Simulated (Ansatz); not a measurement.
An elastic tensor (GPa, Voigt order, standard axes) from plane-wave PAW LDA (Ansatz code):

```
289  159  159  0.0  0.0  0.0
159  289  159  0.0  0.0  0.0
159  159  289  0.0  0.0  0.0
0.0  0.0  0.0  161  0.0  0.0
0.0  0.0  0.0  0.0  161  0.0
0.0  0.0  0.0  0.0  0.0  161
```

Task: Which of these materials gives this?
A) AgI, zinc blende
B) MgS, zinc blende
C) GaN, zinc blende
D) TlCl, CsCl type

Result: C, GaN, zinc blende

Space group F-43m (zinc blende). Symmetry was held in the LDA relaxation; phonons on a q-mesh show no instability.

Potentials: the later of the program's two PAW sets.
